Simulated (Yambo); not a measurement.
Ca$_{2}$RuH$_{6}$ (space group Fm-3m, No. 225): one transition space (8×8×8 mesh, 6 valence and 3 conduction bands, Tamm-Dancoff) with different kernels in Yambo, on PBEsol orbitals; field along x. BSE alone uses the static screening with 54 bands and a 3 Ry block; its scissor and those of RPA and TDDFT come from G0W0, that of the TDHF-type run from bare exchange.

| kernel | scissor (eV) | direct gap with it (eV) | lowest state (eV) |
|---|---|---|---|
| BSE (screened electron-hole attraction) | 1.35 | 3.70 | … |
| RPA (no attraction) | 1.35 | 3.70 | 3.70 (dark) |
| TDHF-type (unscreened attraction, exchange-only scissor) | 8.56 | 10.91 | … |

Question: Fill in the missing entries.

Answer: 
- BSE (screened electron-hole attraction), lowest state (eV): 3.07 (dark)
- TDHF-type (unscreened attraction, exchange-only scissor), lowest state (eV): 5.02 (dark)

RPA leaves the lowest state at the direct gap: no bound exciton. These are vertical excitations (zero momentum). Spin singlets only. Strong means a line over 3 % of the spectrum's maximum, dark under 0.03 %. Absolute energies carry the error of the G0W0 scissor, whose convergence isn't established. Convergence of the binding with the mesh was not shown.

Spin-orbit coupling is not included.

Geometry of the Materials Project entry, not relaxed at this level; primitive cell a = b = c = 5.0865 Å, α = β = γ = 60.00°.

The structure is a Materials Project entry; no match was found in the copy of COD used, and its stability was not checked.
